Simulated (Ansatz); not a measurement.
AlN (wurtzite)

```
CELL_PARAMETERS angstrom
      3.10673     0.00000     0.00000
     -1.55337     2.69051     0.00000
      0.00000     0.00000     4.97852
ATOMIC_POSITIONS crystal
  Al 0.66667 0.33333 0.00341
  Al 0.33333 0.66667 0.50341
  N  0.66667 0.33333 0.62179
  N  0.33333 0.66667 0.12179
```

Grid over V/V₀ and (c/a)/(c/a)₀, subscript 0 meaning the relaxed cell; the conventional c axis lies along z; no internal relaxation.

All values below come from r2SCAN (plane waves to 500 eV, PAW, scalar-relativistic; Ansatz, a quantum-chemistry and plane-wave program). k mesh 12×12×7 (Γ-centred), Fermi-Dirac smearing 0.05 eV. Compression counts positive. As the atoms are clamped, bonds stretch with the cell, which overstates energies and stresses. AlN was relaxed with its symmetry unable to fall.

Changes of σxx (GPa) from the point V/V₀ = 1.000, (c/a)/(c/a)₀ = 1.000 when one coordinate moves alone (two changes are said to add if the coupling is within 5 % of the smaller one, nearly so within 20 %):

| point | change |
|---|---|
| V/V₀ = 1.000, (c/a)/(c/a)₀ = 0.920 | -11.02 |
| V/V₀ = 1.000, (c/a)/(c/a)₀ = 0.947 | -7.57 |
| V/V₀ = 1.000, (c/a)/(c/a)₀ = 0.973 | -3.89 |
| V/V₀ = 0.960, (c/a)/(c/a)₀ = 1.000 | 9.53 |
| V/V₀ = 0.973, (c/a)/(c/a)₀ = 1.000 | 6.15 |
| V/V₀ = 0.987, (c/a)/(c/a)₀ = 1.000 | 2.97 |
| V/V₀ = 1.013, (c/a)/(c/a)₀ = 1.000 | -2.79 |
| V/V₀ = 1.027, (c/a)/(c/a)₀ = 1.000 | -5.40 |
| V/V₀ = 1.040, (c/a)/(c/a)₀ = 1.000 | -7.85 |
| V/V₀ = 1.000, (c/a)/(c/a)₀ = 1.027 | 4.06 |
| V/V₀ = 1.000, (c/a)/(c/a)₀ = 1.053 | 8.27 |
| V/V₀ = 1.000, (c/a)/(c/a)₀ = 1.080 | 12.61 |

**Question.** Do the two effects add at V/V₀ = 1.040, (c/a)/(c/a)₀ = 0.973? Give the computed change.

**Answer.** The sum of the single changes is -7.85 + (-3.89) = -11.74; the calculation gives -11.31, so the coupling contributes 0.43 (under 20 % of the smaller single change, nearly additive).

**Question.** What is the change at V/V₀ = 1.040, (c/a)/(c/a)₀ = 1.080, where both move, and how far is it from the sum?

**Answer.** The sum of the single changes is -7.85 + (12.61) = 4.76; the calculation gives 3.45, so the coupling contributes -1.31 (under 20 % of the smaller single change, nearly additive).

**Question.** Do the two effects add at V/V₀ = 0.987, (c/a)/(c/a)₀ = 0.973? Give the computed change.

**Answer.** The sum of the single changes is 2.97 + (-3.89) = -0.92; the calculation gives -1.07, so the coupling contributes -0.15 (under 20 % of the smaller single change, nearly additive).

(Under strain, the slope of the energy per volume gives the stress and its curvature an elastic modulus.)
